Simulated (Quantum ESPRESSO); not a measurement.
pw.x input (Quantum ESPRESSO 7.5; PBE, PseudoDojo stringent norm-conserving files, scalar-relativistic):

```
&CONTROL
  calculation = 'scf'
  pseudo_dir = './pseudo'
  outdir = './out'
  tprnfor = .true.
  tstress = .true.
/
&SYSTEM
  ibrav = 0
  nat = 3
  ntyp = 2
  ecutwfc = 102.0
  ecutrho = 408.0
  occupations = 'smearing'
  smearing = 'fd'
  degauss = 0.002
  nbnd = 21
  assume_isolated = '2D'
/
&ELECTRONS
  conv_thr = 3e-10
/
ATOMIC_SPECIES
S 32.0600 S.upf
Sn 118.7100 Sn.upf
CELL_PARAMETERS angstrom
  3.665108975563   0.000000000000   0.000000000000
 -1.832554487782   3.174077480476   0.000000000000
  0.000000000000   0.000000000000  15.900000000000
ATOMIC_POSITIONS crystal
S   0.666666667000   0.333333333000  -0.093320116500
S   0.333333333667   0.666666666333   0.093320116500
Sn   0.000000000333   0.000000000000  -0.000000000000
K_POINTS automatic
12 12 1 0 0 0
```

End of the output:

```
     total energy              =    -487.24023385 Ry
     estimated scf accuracy    <       0.00000024 Ry
     total energy              =    -487.24023396 Ry
     estimated scf accuracy    <       0.00000003 Ry
     total energy              =    -487.24023397 Ry
     estimated scf accuracy    <          1.4E-09 Ry
[...]
     the Fermi energy is    -5.8972 ev
!    total energy              =    -487.24023397 Ry
     estimated scf accuracy    <          1.4E-10 Ry
     smearing contrib. (-TS)   =      -0.00000000 Ry
     internal energy E=F+TS    =    -487.24023397 Ry
     The total energy is F=E-TS. E is the sum of the following terms:
     one-electron contribution =   -2167.63176467 Ry
     hartree contribution      =    1067.87371546 Ry
     xc contribution           =     -66.63293570 Ry
     ewald contribution        =     679.15075093 Ry
     convergence has been achieved in   9 iterations
     Forces acting on atoms (cartesian axes, Ry/au):
     atom    1 type  1   force =     0.00000000    0.00000000   -0.00317878
     atom    2 type  1   force =     0.00000000    0.00000000    0.00317878
     atom    3 type  2   force =     0.00000000    0.00000000    0.00000000
     Total force =     0.004495     Total SCF correction =     0.000003
```
In a gapped system the printed Fermi energy is only some level inside the gap.

Spin-orbit coupling is not included.

Geometry relaxed with PBE+D3(BJ).
